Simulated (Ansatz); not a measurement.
**RbLuS$_{2}$ (R-3m): from strained cells to moduli**

```
CELL_PARAMETERS angstrom
1.96739 1.13587 7.53936
-1.96739 1.13587 7.53936
0.00000 -2.27174 7.53936
ATOMIC_POSITIONS crystal
Rb 0.00000 0.00000 0.00000
Lu 0.50000 0.50000 0.50000
S 0.23024 0.23024 0.23024
S 0.76976 0.76976 0.76976
```

Level of theory, where no other is named: PBEsol, all-electron LAPW in Ansatz 0.2.0, scalar-relativistic. k mesh 6×6×6, strains of ±0.005, fixed occupations, basis error target 1 meV/atom. The cell was relaxed by PAW under this functional.

The cell is trigonal and carries a residual pressure of 0.00 GPa at this level. Each strain component that symmetry leaves independent is applied at ±0.005, the ions relax wherever a strain frees them, and the stress (tension positive, GPa) is read. Shears are engineering strains, γ = 2ε.

```json
{"strain": "xx", "size": "-0.005", "σxx": "-0.4585", "σyy": "-0.1026", "σzz": "-0.1683", "σyz": "-0.0569", "σxz": "0.0000", "σxy": "0.0000"}
{"strain": "xx", "size": "+0.005", "σxx": "0.4862", "σyy": "0.1406", "σzz": "0.1004", "σyz": "0.0535", "σxz": "0.0000", "σxy": "0.0000"}
{"strain": "zz", "size": "-0.005", "σxx": "-0.1179", "σyy": "-0.1179", "σzz": "-0.4947", "σyz": "0.0000", "σxz": "0.0000", "σxy": "0.0000"}
{"strain": "zz", "size": "+0.005", "σxx": "0.1503", "σyy": "0.1503", "σzz": "0.4216", "σyz": "0.0000", "σxz": "0.0000", "σxy": "0.0000"}
{"strain": "yz", "size": "-0.005", "σxx": "-0.0358", "σyy": "0.0736", "σzz": "-0.0344", "σyz": "-0.1502", "σxz": "0.0000", "σxy": "0.0000"}
{"strain": "yz", "size": "+0.005", "σxx": "0.0744", "σyy": "-0.0367", "σzz": "-0.0345", "σyz": "0.1538", "σxz": "0.0000", "σxy": "0.0000"}
```

A central difference gives one constant, for example C11 ≈ (0.4862 − (-0.4585))/(0.01) = 94.5 GPa; the program then imposes the crystal's symmetry on the whole matrix.

(1) What are the independent elastic constants?

(2) Is the crystal stable against homogeneous strain?

(3) What moduli does a random aggregate of grains have?

(4) With the density of 5.331 g/cm³, how fast does sound travel, and what Debye temperature follows?

(5) How far do the constants move if PAW replaces LAPW in the same cell?

Answers

(1) C11 = 94.5, C12 = 24.3, C13 = 26.8, C14 = 11.0, C33 = 91.6, C44 = 30.4 GPa.

(2) The least eigenvalue of the 6×6 matrix is 21.5 GPa, so yes.

(3) Voigt and Reuss bounds: B from 48.5 to 48.5 and G from 29.5 to 32.7 GPa; their means are B = 48.5 and G = 31.1 GPa. Then E = 9BG/(3B + G) = 76.9 GPa, ν = (3B − 2G)/(6B + 2G) = 0.236 and B/G = 1.56, on the brittle side of Pugh's 1.75 (a rule of thumb, made for metals; it doesn't predict ductility here).

(4) 

```tsv
direction	slow (m/s)	middle (m/s)	fast (m/s)
x	2006	2873	4210
y	2314	2565	4250
z	2388	2388	4146
```

The mean of v⁻³ over directions and branches gives v_m = 2651 m/s and θ_D = (ħ/k_B) v_m (6π²n)^(1/3) = 269 K, n being atoms per volume. Young's modulus spans 56 to 100 GPa over directions, and the universal anisotropy index is 0.54.

(5) 

```json
{"constant": "C11", "LAPW (GPa)": "94.5", "PAW (GPa)": "94.4", "difference": "-0.1"}
{"constant": "C12", "LAPW (GPa)": "24.3", "PAW (GPa)": "24.3", "difference": "0.0"}
{"constant": "C13", "LAPW (GPa)": "26.8", "PAW (GPa)": "26.9", "difference": "0.1"}
{"constant": "C14", "LAPW (GPa)": "11.0", "PAW (GPa)": "11.0", "difference": "0.0"}
{"constant": "C33", "LAPW (GPa)": "91.6", "PAW (GPa)": "91.6", "difference": "0.0"}
{"constant": "C44", "LAPW (GPa)": "30.4", "PAW (GPa)": "30.4", "difference": "0.0"}
```

Known limits: the frozen-core PAW files of the compared runs were fitted under PBE, their cores solved anew for this functional.
